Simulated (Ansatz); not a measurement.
BaTiO₃ (cubic perovskite, Pm-3m) under volume change, the program Ansatz at the PBE level (PAW), scaled uniformly.

| V (Å³/atom) | E − E(relaxed) (meV/atom) | P (GPa) |
|---|---|---|
| 11.818 | 63.5 | 18.98 |
| 12.207 | 26.6 | 11.58 |
| 12.597 | ___ | ___ |
| 12.986 | 0.0 | -0.01 |
| 13.376 | 5.6 | -4.52 |
| 13.766 | ___ | ___ |
| 14.155 | 45.7 | -11.56 |

Complete the blanks.


- 13.766, E − E(relaxed) (meV/atom): 21.4
- 13.766, P (GPa): -8.33
- 12.597, E − E(relaxed) (meV/atom): 6.3
- 12.597, P (GPa): 5.31

What does a third-order Birch–Murnaghan fit give for V₀, B₀ and B′?

V₀ = 12.99 Å³/atom, B₀ = 163 GPa, B′ = 4.5.

This is a known high-temperature phase of the composition, computed here at zero pressure and temperature. The PBE relaxation kept the symmetry of its start. At this level the phase is dynamically unstable (imaginary phonons). The run is not spin-polarised. Scalar-relativistic: spin–orbit coupling is off unless named, which matters more the heavier the elements.

Potentials: the later of the program's two PAW sets.
